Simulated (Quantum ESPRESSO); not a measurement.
Band energies of PbI2

```
CELL_PARAMETERS angstrom
      4.53720     0.00000     0.00000
     -2.26860     3.92933     0.00000
      0.00000     0.00000     7.06595
ATOMIC_POSITIONS crystal
  I  0.66667 0.33333 0.73647
  I  0.33333 0.66667 0.26353
  Pb 0.00000 0.00000 0.00000
```

PBE (stringent potentials; pw.x of Quantum ESPRESSO, ONCV potentials, no spin-orbit coupling); path ΓMKΓALHA,LM,KH; energies in eV from the valence-band maximum.

| k (1/Å) | point | band 32 | band 33 | band 34 | band 35 | band 36 | band 37 | band 38 | band 39 |
|---|---|---|---|---|---|---|---|---|---|
| 0.00 | Γ | -1.01 | -1.01 | -0.90 | -0.90 | -0.77 | 2.49 | 3.38 | 3.38 |
| 0.46 |  | -2.13 | -1.78 | -0.89 | -0.73 | -0.28 | 2.87 | 3.68 | 3.96 |
| 0.80 | M | -2.40 | -2.06 | -1.56 | -0.79 | -0.41 | 2.88 | 3.71 | 4.69 |
| 0.91 |  | -2.37 | -2.15 | -1.53 | -0.95 | -0.42 | 3.10 | 3.77 | 4.68 |
| 1.26 | K | -2.54 | -2.35 | -1.60 | -1.60 | -0.68 | 4.26 | 4.26 | 4.60 |
| 1.36 |  | -2.56 | -2.21 | -1.71 | -1.44 | -0.64 | 4.18 | 4.21 | 4.53 |
| 1.88 |  | -1.93 | -1.13 | -1.06 | -0.63 | -0.18 | 3.06 | 3.17 | 3.63 |
| 2.18 | Γ | -1.01 | -1.01 | -0.90 | -0.90 | -0.77 | 2.49 | 3.38 | 3.38 |
| 2.30 |  | -1.04 | -1.04 | -0.86 | -0.86 | -0.56 | 2.46 | 3.35 | 3.35 |
| 2.63 | A | -1.13 | -1.13 | -0.74 | -0.74 | 0.00 | 2.26 | 3.21 | 3.21 |
| 2.73 |  | -1.20 | -1.16 | -0.88 | -0.76 | -0.03 | 2.40 | 3.26 | 3.28 |
| 3.23 |  | -1.77 | -1.76 | -1.29 | -1.07 | -0.69 | 3.27 | 3.89 | 4.06 |
| 3.43 | L | -1.87 | -1.78 | -1.32 | -1.12 | -0.72 | 3.22 | 3.73 | 4.14 |
| 3.66 |  | -2.57 | -2.20 | -0.96 | -0.87 | -0.41 | 3.35 | 3.66 | 3.98 |
| 3.89 | H | -2.98 | -2.67 | -0.81 | -0.81 | -0.11 | 3.36 | 3.36 | 4.19 |
| 4.07 |  | -2.83 | -2.37 | -0.93 | -0.87 | -0.17 | 3.32 | 3.58 | 4.13 |
| 4.54 |  | -1.56 | -1.56 | -1.17 | -0.92 | -0.14 | 2.90 | 3.61 | 3.68 |
| 4.81 | A | -1.13 | -1.13 | -0.74 | -0.74 | 0.00 | 2.26 | 3.21 | 3.21 |
| 4.81 | L | -1.87 | -1.78 | -1.32 | -1.12 | -0.72 | 3.22 | 3.73 | 4.14 |
| 5.26 | M | -2.40 | -2.06 | -1.56 | -0.79 | -0.41 | 2.88 | 3.71 | 4.69 |
| 5.26 | K | -2.54 | -2.35 | -1.60 | -1.60 | -0.68 | 4.26 | 4.26 | 4.60 |
| 5.70 | H | -2.98 | -2.67 | -0.81 | -0.81 | -0.11 | 3.36 | 3.36 | 4.19 |

The PBE gap is direct, 2.26 eV at A.

Spin-orbit coupling is left out; with 6p states at a band edge it can lower the gap by many tenths of an eV, most of a small gap.

Geometry relaxed with PBEsol.
